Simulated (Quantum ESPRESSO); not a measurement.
```
InSe
1.0
    2.02183     1.16730     8.28704
   -2.02183     1.16730     8.28704
    0.00000    -2.33461     8.28704
Se In
2 2
Direct
  0.38495   0.38495   0.38495
  0.16958   0.16958   0.16958
  0.88770   0.88770   0.88770
  0.00008   0.00008   0.00008
```

Cell and atoms were relaxed with PBE+D3(BJ) from Materials Project entry mp-22691, within its symmetry.

### Question
What does PBEsol (pw.x of Quantum ESPRESSO, ONCV potentials, no spin-orbit coupling) give for the electronic structure near the Fermi level?

### Answer
The PBEsol gap is direct, 0.17 eV at Z. Spin-orbit splittings are left out.
